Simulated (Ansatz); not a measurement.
Data:

SrCuSi:
```yaml
crystal:
  lattice:
    - [4.08055, 0.00000, 0.00000]
    - [-2.04028, 3.53386, 0.00000]
    - [0.00000, 0.00000, 9.41051]
  atoms:
    - { symbol: Sr, position: [0.00000, 0.00000, 0.50000] }
    - { symbol: Sr, position: [0.00000, 0.00000, 0.00000] }
    - { symbol: Si, position: [0.66667, 0.33333, 0.75000] }
    - { symbol: Si, position: [0.33333, 0.66667, 0.25000] }
    - { symbol: Cu, position: [0.66667, 0.33333, 0.25000] }
    - { symbol: Cu, position: [0.33333, 0.66667, 0.75000] }
```

This is the r²SCAN-relaxed structure.

Question: All from plane-wave PAW r²SCAN (Ansatz code), unless another level is named. Estimate the electronic character.

Answer: metallic (no gap).

Question: Next, the formation energy from the elements (no fitted shifts)?

Answer: -0.39 eV/atom.

Question: Predict the density of states at the Fermi level.

Answer: 0.63 states/eV per atom (mean over ±0.08 eV).

Space group P6_3/mmc. The workflow started from a Materials Project entry (that database holds measured and hypothetical structures alike); the Crystallography Open Database copy checked does not list it. With Si and Cu taken as one species the cell has the higher symmetry P6/mmm, so it may be an ordered model of a mixed-site phase. Whether it is the stable phase at ambient conditions was not checked. The cell was relaxed with r²SCAN under the symmetry of its start; its stability against distortions is not shown here. The run is not spin-polarised. The references are the lowest solids computed at this level, not always the standard phases. Scalar-relativistic: spin–orbit coupling is off unless named, which matters more the heavier the elements.

Potentials: the later of the program's two PAW sets.
